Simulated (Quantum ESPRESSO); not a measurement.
# ZrIn3GaAlTa2: one composition in several site orders

A calculation, not a measurement. The program is pw.x of Quantum ESPRESSO 7.5 (plane-wave density functional theory). The cell is made up: eight metal atoms on a face-centred cubic lattice, with elements, volume, strain and displacements drawn at random and not relaxed, so it may be unstable or far from any real phase. PseudoDojo standard norm-conserving files set the functional (PBE unless stated); there is no spin polarisation or spin-orbit coupling, the Fermi-Dirac width of 0.25 eV means electrons at about 2900 K, and the masses in the input are unused placeholders. Heavy elements are run without spin-orbit coupling, which real alloys of them have. A spin test at this wide smearing found no moment, but such smearing suppresses magnetism that the real alloy may have.

The runs put one composition on the sites in different orders. Cell, positions, cutoff, mesh and smearing stay as in the input of run 1; sites are counted in its order. Stress in the tables is positive in tension.

Input of run 1:

```
&control calculation='scf', pseudo_dir='./dojo.nc.sr.pbe.v0_5.standard.upf', outdir='./o', disk_io='medium', tprnfor=.true., tstress=.true. /
&system ibrav=0, nat=8, ntyp=5, nbnd=59, ecutwfc=79.96652505, nosym=.true., tot_charge=0,
 occupations='smearing', smearing='fd', degauss=0.0183746611
/
&electrons conv_thr=1.470e-08, electron_maxstep=70, mixing_beta=0.5 /
ATOMIC_SPECIES
Al 1.0 Al.upf
Ga 1.0 Ga.upf
In 1.0 In.upf
Ta 1.0 Ta.upf
Zr 1.0 Zr.upf
CELL_PARAMETERS angstrom
0.0227 4.368 0.0127
-4.3511 -0.0354 -4.3729
-4.416 -0.0099 4.4378
ATOMIC_POSITIONS angstrom
Zr -0.0081 -0.0558 -0.0067
In -2.1672 -0.0259 2.2526
Ga -2.1569 -0.0352 -2.2127
Al -4.3674 -0.0386 0.0133
Ta -2.1392 2.2246 0.0541
Ta -4.3988 2.1777 2.2566
In -4.4241 2.1509 -2.1539
In -6.5578 2.1836 0.1062
K_POINTS automatic
5 4 4 1 1 1
```

| run | elements on sites 1 to 8 | free energy less that of run 1 (eV) | -TS (eV) | pressure (GPa) | stress xx (GPa) | stress yy (GPa) | stress zz (GPa) | stress yz (GPa) | stress xz (GPa) | stress xy (GPa) | iterations |
| --- | --- | --- | --- | --- | --- | --- | --- | --- | --- | --- | --- |
| 1 | Zr In Ga Al Ta Ta In In | 0.000 | -1.215 | -4.14 | 2.64 | 6.69 | 3.09 | 0.22 | 1.45 | 0.55 | 12 |
| 2 | In Al In Zr Ga Ta Ta In | 0.011 | -1.155 | -5.33 | 2.93 | 7.58 | 5.48 | 0.21 | -0.79 | 0.49 | 13 |
| 3 | In Ta Zr In Ga Ta In Al | -0.533 | -1.036 | -6.31 | 6.73 | 8.52 | 3.69 | 0.23 | -1.10 | 0.48 | 12 |
| 4 | Al Ta In In Zr Ga Ta In | -0.196 | -1.221 | -3.59 | 2.33 | 6.77 | 1.66 | 0.30 | -2.86 | 0.26 | 13 |
| 5 | In In Al Ta Ta Zr In Ga | -0.057 | -1.251 | -3.66 | 2.75 | 6.28 | 1.95 | -0.11 | 1.66 | 0.02 | 13 |
| 6 | In In Al In Ta Zr Ta Ga | -0.482 | -1.123 | -5.63 | 6.54 | 3.82 | 6.53 | 0.14 | 0.11 | 0.42 | 13 |

Forces Fx Fy Fz (eV/Å):

| site | run 1 | run 2 | run 3 | run 4 | run 5 | run 6 |
| --- | --- | --- | --- | --- | --- | --- |
| 1 | -0.48 0.53 -0.53 | -0.31 0.40 0.03 | 0.13 0.34 -0.53 | -0.12 0.24 0.31 | -0.07 0.38 -0.21 | -0.18 0.47 0.36 |
| 2 | -0.93 0.30 -0.60 | -0.20 0.11 -0.32 | -1.24 0.11 -0.04 | 0.53 0.15 -0.48 | -0.55 0.23 -0.21 | -0.07 0.25 -0.39 |
| 3 | 0.52 0.08 0.69 | -0.20 0.21 0.50 | 0.10 0.17 0.19 | -0.34 0.24 0.43 | 0.31 0.08 0.59 | -0.45 0.11 0.64 |
| 4 | 0.80 0.09 0.78 | 0.53 0.14 0.18 | -0.04 0.13 0.83 | 0.49 0.22 -0.04 | 1.02 0.03 0.70 | 0.47 0.22 -0.12 |
| 5 | -0.69 -0.33 -0.71 | -0.58 -0.22 0.29 | -0.17 -0.22 -0.01 | 0.23 -0.55 0.39 | -1.66 -0.27 -0.95 | -0.25 -0.58 -0.55 |
| 6 | -0.15 -0.07 -0.29 | 0.77 -0.20 -0.03 | 0.99 -0.18 -0.08 | 0.79 -0.07 0.47 | -0.25 -0.16 -0.65 | -0.24 -0.18 -0.11 |
| 7 | 0.91 -0.22 0.24 | -0.23 -0.11 -0.08 | 0.20 -0.17 0.03 | -0.92 0.04 -0.49 | 0.64 -0.17 0.63 | 0.74 -0.11 -0.08 |
| 8 | 0.02 -0.36 0.43 | 0.22 -0.33 -0.57 | 0.02 -0.18 -0.40 | -0.65 -0.28 -0.59 | 0.56 -0.13 0.11 | -0.02 -0.19 0.25 |

The sites are displaced and not relaxed, so the energy differences mix bonding between neighbours with strain and are not ordering energies. A rerun of one cell of this series at a higher cutoff and on a denser mesh moved values by no more than 0.009 eV in energy, 0.03 GPa in stress and 0.011 eV/Å in force, and a second program with other atomic files agreed on that cell to 2 % rms in force and 0.5 GPa in pressure.